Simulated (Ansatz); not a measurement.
Cell and atoms are relaxed with the symmetry kept. Start:

Space group I4/mcm (No. 140). a = 6.690 Å, b = 6.690 Å, c = 5.294 Å, α = 90.00°, β = 90.00°, γ = 90.00°
```json
{"atom": "Hf", "site": "8h", "symmetry": "m.2m", "x": "0.1600", "y": "0.6600", "z": "0.0000"}
{"atom": "Ga", "site": "4a", "symmetry": "422", "x": "0.0000", "y": "0.0000", "z": "0.2500"}
```

Level of theory: DFT PBEsol, scalar-relativistic, plane waves, PAW in Ansatz 0.2.0.

Settings: cutoff 420 eV, Γ-centred mesh 8×8×8 on the computed 6-atom cell, Gaussian smearing of 0.10 eV; no spin polarisation.

Question: What does it relax to?

Answer: The volume falls by 0.63 Å³/atom to 19.11 Å³/atom, and the energy falls by 19.3 meV/atom. Final structure:
```cif
data_structure
_symmetry_space_group_name_H-M 'I4/mcm'
_symmetry_Int_Tables_number 140
_cell_length_a 6.6116
_cell_length_b 6.6116
_cell_length_c 5.2461
_cell_angle_alpha 90.000
_cell_angle_beta 90.000
_cell_angle_gamma 90.000
_cell_volume 229.33
loop_
_atom_site_label
_atom_site_type_symbol
_atom_site_symmetry_multiplicity
_atom_site_Wyckoff_symbol
_atom_site_fract_x
_atom_site_fract_y
_atom_site_fract_z
_atom_site_occupancy
Hf1 Hf 8 h 0.15406 0.65406 0.00000 1
Ga1 Ga 4 a 0.00000 0.00000 0.25000 1
```

Spin–orbit coupling is left out, which can shift energies with elements as heavy as these.